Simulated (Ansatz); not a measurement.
**GaSb: relaxed-ion elastic tensor**

Level of theory: DFT PBEsol, scalar-relativistic, plane waves, PAW (Ansatz). Cutoff 420 eV, 8×8×8 k-points (Γ-centred), Fermi-Dirac smearing of 0.15 eV. No spin polarisation.

The cell is fixed (symmetry leaves no force on the atoms) and stands under 0.1 GPa:
```
CELL_PARAMETERS angstrom
0.00000 3.05520 3.05520
3.05520 0.00000 3.05520
3.05520 3.05520 0.00000
ATOMIC_POSITIONS crystal
Ga 0.00000 0.00000 0.00000
Sb 0.25000 0.25000 0.25000
```

The cell is the ideal cubic zincblende prototype. Without a gap, frequencies and elastic constants depend on the k mesh and the smearing, soft modes and shear constants most.

(1) Give the relaxed-ion elastic constants (GPa, Voigt order xx yy zz yz xz xy, on the axes of the cell above).

(2) Is the crystal stable against homogeneous strain?

(3) And the moduli of a polycrystal (Hill averages)?

## Answers

(1)
C11 = 79.4, C12 = 37.0, C13 = 37.0, C22 = 79.4, C23 = 37.0, C33 = 79.4, C44 = 36.1, C55 = 36.1, C66 = 36.1 GPa; the others vanish.

(2) Yes: the least eigenvalue of the tensor is 36.1 GPa.

(3) B = 51 GPa, G = 29 GPa, E = 74 GPa, ν = 0.26.

The bands only touch here, so at this level the crystal is a zero-gap semiconductor or semimetal, not an ordinary metal; spin–orbit coupling, left out, can open or move such a gap.

Cost: 1 run of about 1.2 core-minutes, on Intel Xeon 6975P-C (Granite Rapids) (shared hosts).